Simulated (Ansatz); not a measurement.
## SrFe₃ (AuCu3-type structure)

The computed numbers are results of PBEsol, scalar-relativistic (collinear spin) in the plane-wave PAW code Ansatz at 420 eV, 8×8×8 k-mesh, Gaussian smearing of 0.05 eV; PAW files: Ansatz's generated set soft_2.

```
Sr Fe
1.0
     4.00106    0.00000    0.00000
     0.00000    4.00106    0.00000
     0.00000    0.00000    4.00106
Sr Fe
1 3
Cartesian
  0.0000 0.0000 0.0000
  0.0000 2.0005 2.0005
  2.0005 2.0005 0.0000
  2.0005 0.0000 2.0005
```

This is a trial structure made by placing the elements on a prototype's sites, so it needn't be the stable form.

Magnetic state: ferromagnetic, site spin moments Sr -0.06; Fe 2.58 μB.

**Question.** Which orbitals carry the states at the Fermi level, and how many states are there?

**Answer.** Within 0.1 eV of it: Fe 3d 90 % (shares among the projected shells). The density of states at the Fermi level is about 4.7 states/eV per cell, averaged over 0.3 eV.

Density of states (tetrahedra, averaged over 0.3 eV; states/eV per cell of 4 atoms; energy in eV from the Fermi level; projections on Löwdin-orthogonalised atomic orbitals, summed over sites):

```tsv
E	total	Fe 3d up	Fe 3d down	Fe 4s	Sr 5s	Sr 4p
-5.80	0.3	0.0	0.0	0.1	0.1	0.0
-5.50	0.3	0.0	0.0	0.2	0.1	0.0
-5.20	0.4	0.0	0.0	0.3	0.1	0.0
-4.90	0.5	0.0	0.0	0.3	0.1	0.0
-4.60	0.8	0.1	0.0	0.5	0.1	0.0
-4.30	1.1	0.2	0.0	0.7	0.1	0.0
-4.00	2.0	0.9	0.0	0.9	0.1	0.0
-3.70	3.1	1.8	0.1	0.9	0.2	0.0
-3.40	5.5	3.9	0.1	1.1	0.2	0.0
-3.10	6.2	5.4	0.1	0.4	0.1	0.0
-2.80	6.3	5.0	0.4	0.5	0.1	0.0
-2.50	6.8	4.6	0.9	0.8	0.2	0.1
-2.20	12.9	10.6	0.9	0.9	0.1	0.1
-1.90	9.3	7.6	0.8	0.6	0.0	0.0
-1.60	5.1	2.6	1.9	0.2	0.1	0.0
-1.30	8.9	2.2	5.4	0.2	0.4	0.0
-1.00	6.1	2.5	2.6	0.2	0.3	0.0
-0.70	3.3	0.2	2.3	0.2	0.2	0.0
-0.40	3.5	0.1	2.7	0.2	0.1	0.0
-0.10	4.9	0.1	4.0	0.2	0.2	0.1
0.20	6.2	0.0	5.2	0.3	0.1	0.0
0.50	7.3	0.0	6.6	0.2	0.1	0.0
0.80	4.8	0.0	4.1	0.2	0.1	0.0
1.10	5.9	0.3	4.2	0.8	0.2	0.0
1.40	3.8	0.3	2.2	0.8	0.1	0.0
1.70	1.4	0.2	0.1	0.5	0.1	0.0
2.00	1.4	0.2	0.0	0.3	0.0	0.0
2.30	1.9	0.2	0.0	0.2	0.0	0.0
2.60	4.1	0.1	1.2	0.8	0.0	0.0
2.90	3.4	0.1	0.8	0.5	0.0	0.0
3.20	3.0	0.1	0.7	0.4	0.0	0.0
3.50	2.5	0.0	0.6	0.2	0.0	0.0
3.80	1.9	0.0	0.3	0.1	0.0	0.0
4.10	1.3	0.0	0.2	0.1	0.0	0.0
4.40	1.1	0.0	0.1	0.1	0.0	0.0
4.70	0.9	0.0	0.1	0.0	0.0	0.0
5.00	0.8	0.0	0.1	0.0	0.0	0.0
```

Site moments are of spin, integrated over atomic spheres. A displaced or strained copy of the relaxed cell lay 0.5 meV/atom lower, so on this mesh the structure isn't a minimum; in a metal a finer mesh can change so small a difference. No antiparallel order was tried.
